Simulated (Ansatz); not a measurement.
Sn$_{2}$PbS$_{3}$ (Cmcm) at 2 levels of theory

One geometry, relaxed with PBE; plane waves with PAW potentials in Ansatz, scalar-relativistic. No spin polarisation. Gaps are the least over mesh and band path; pressure is positive in compression.

```
Sn Pb S
1.0
     2.07226   -5.97592    0.00000
     2.07226    5.97592    0.00000
     0.00000    0.00000   12.51640
Sn Pb S
4 2 6
Direct
  0.36929 0.63071 0.08364
  0.36929 0.63071 0.41636
  0.63071 0.36929 0.91636
  0.63071 0.36929 0.58364
  0.37360 0.62640 0.75000
  0.62640 0.37360 0.25000
  0.14516 0.85484 0.75000
  0.15278 0.84722 0.07913
  0.15278 0.84722 0.42087
  0.84722 0.15278 0.92087
  0.85484 0.14516 0.25000
  0.84722 0.15278 0.57913
```

```json
{"level": "PBE", "cutoff (eV)": "420", "k mesh": "10×10×4", "gap (eV)": "0.46", "pressure (GPa)": "0.0"}
```

Task: What comes out on the same cell with r2SCAN?

Result:
| level | cutoff (eV) | k mesh | gap (eV) | pressure (GPa) |
| --- | --- | --- | --- | --- |
| r2SCAN | 500 | 10×10×4 | 0.65 | -1.2 |

Spin-orbit coupling matters for the bands of heavy elements and is left out. The cell holds layers, chains or molecules and no dispersion correction was added, so their binding is poorly described.

The cell was found from a structure generator's guess, not taken from experiment.
